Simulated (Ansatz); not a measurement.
Here is the system:

SiRu2:
```cif
data_Ru4Si2
_chemical_formula_sum 'Ru4 Si2'
_space_group_name_H-M_alt 'P4/nmm :1'
_space_group_IT_number 129
_space_group_name_Hall 'P 4ab 2ab -1ab'
_cell_length_a 3.75507
_cell_length_b 3.75507
_cell_length_c 5.95622
_cell_angle_alpha 90.000
_cell_angle_beta 90.000
_cell_angle_gamma 90.000
loop_
_space_group_symop_operation_xyz
  'x, y, z'
  '-y+1/2, x+1/2, z'
  '-x, -y, z'
  'y+1/2, -x+1/2, z'
  'x+1/2, -y+1/2, -z'
  '-y, -x, -z'
  '-x+1/2, y+1/2, -z'
  'y, x, -z'
  '-x+1/2, -y+1/2, -z'
  'y, -x, -z'
  'x+1/2, y+1/2, -z'
  '-y, x, -z'
  '-x, y, z'
  'y+1/2, x+1/2, z'
  'x, -y, z'
  '-y+1/2, -x+1/2, z'
loop_
_atom_site_label
_atom_site_type_symbol
_atom_site_symmetry_multiplicity
_atom_site_Wyckoff_symbol
_atom_site_fract_x
_atom_site_fract_y
_atom_site_fract_z
_atom_site_occupancy
Ru1 Ru 2 a 0.00000 0.00000 0.00000 1
Ru2 Ru 2 c 0.50000 0.00000 0.33656 1
Si1 Si 2 c 0.00000 0.50000 0.27224 1
```

This is the PBE-relaxed structure.

Problem. All from the program Ansatz at the PBE level (PAW), unless another level is named. Give the electronic character.

Solution. metallic (no gap).

Problem. Predict the formation energy from the elements (no fitted shifts).

Solution. -22 kJ/mol of atoms.

Problem. Next, the density of states at the Fermi level?

Solution. 0.81 states/eV per atom (mean over ±0.08 eV).

A made-up cell: these elements were put on the sites of a structure type; neither database checked (COD, Materials Project) lists it. Whether it is the stable phase at ambient conditions was not checked. The cell was relaxed with PBE under the symmetry of its start; whether a distortion lowers the energy is not shown. No spin polarisation was allowed. The references are the lowest solids computed at this level, not always the standard phases. Spin–orbit coupling is left out wherever it is not named.

Potentials: the earlier of the program's two PAW sets.
